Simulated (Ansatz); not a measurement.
The start is a relaxed Nb cell displaced along its unstable phonon at q = (½, 0, 0) of its primitive reciprocal cell (145i cm⁻¹), largest move 0.15 Å. The structure is fully relaxed (lattice and positions, P = 0) with PBEsol (plane waves to 420 eV, PAW, scalar-relativistic; Ansatz, an electronic-structure program). First-step values are on the input's coarse k-mesh.

Ansatz input (later rounds restart from its end on a renewed k-mesh):
Ansatz 0.2 input:
```yaml
crystal:
  lattice:
    - [9.6586605452, 0, 0]
    - [-2.4146651363, 4.1823226993, 0]
    - [0, 0, 2.6503207866]
  atoms:
    - { symbol: Nb, position: [0, 0, -0.0079931941] }
    - { symbol: Nb, position: [0.5, 0, 0.0079931941] }
    - { symbol: Nb, position: [0.1666666667, 0.6666666667, 0.5565969224] }
    - { symbol: Nb, position: [0.6666666667, 0.6666666667, 0.4434030776] }
    - { symbol: Nb, position: [0.3333333333, 0.3333333333, 0.4434030776] }
    - { symbol: Nb, position: [0.8333333333, 0.3333333333, 0.5565969224] }
basis: { ecutwfc: 420, ecutrho_ratio: 4, xc_grid: 2, fft_grid_basis: typed }
kpoints: { mp_grid: { grid: [4, 8, 12] } }
hamiltonian:
  xc: pbesol
  dispersion: none
  pseudopotentials: { azcp: { folder: ./paw }, kind: paw }
scf: { occupations: { method: fermi_dirac, width: 0.05 } }
relax: { f_tol: 0.01, max_steps: 100, cell: { stress_tol: 0.02 } }
output: { forces: true, stress: true }
```

| Quantity | Value |
|---|---|
| Largest initial force | 0.67 eV/Å, on Nb3, Nb4, Nb5, Nb6 (atoms numbered as listed) |
| Energy released | 0.08 eV/atom |
| Volume change | -0.9 %, from 17.84 to 17.68 Å³/atom |
| Shortest distances (start → end) | The closest pairs of elements (up to four, under 3.6 Å), start → end: Nb–Nb 2.65 → 2.74 Å |
| Band gap at the end | no gap (metallic) |
| Optimiser moves | 11 |

It ends as:

```cif
data_Nb6
_chemical_formula_sum 'Nb6'
_space_group_name_H-M_alt 'Pmmn :1'
_space_group_IT_number 59
_space_group_name_Hall 'P 2 2ab -1ab'
_cell_length_a 4.69777
_cell_length_b 8.25270
_cell_length_c 2.73635
_cell_angle_alpha 90.000
_cell_angle_beta 90.000
_cell_angle_gamma 90.000
loop_
_space_group_symop_operation_xyz
  'x, y, z'
  '-x, -y, z'
  'x+1/2, -y+1/2, -z'
  '-x+1/2, y+1/2, -z'
  '-x+1/2, -y+1/2, -z'
  'x+1/2, y+1/2, -z'
  '-x, y, z'
  'x, -y, z'
loop_
_atom_site_label
_atom_site_type_symbol
_atom_site_symmetry_multiplicity
_atom_site_Wyckoff_symbol
_atom_site_fract_x
_atom_site_fract_y
_atom_site_fract_z
_atom_site_occupancy
Nb1 Nb 2 a 0.00000 0.00000 0.98660 1
Nb2 Nb 4 e 0.00000 0.32895 0.64317 1
```

Final values are on a 10×6×17 k-mesh of the relaxed cell. No spin polarisation in the result.

The run could not lose the symmetry of its start: the end is stationary, and may be a saddle point rather than a minimum.

The relaxed structure here is a generated cell of Nb: the first start was made by placing the elements on the sites of a structure type, and the end was not matched to a known phase here, so it may be hypothetical. Known forms of Nb include space group No. 229.
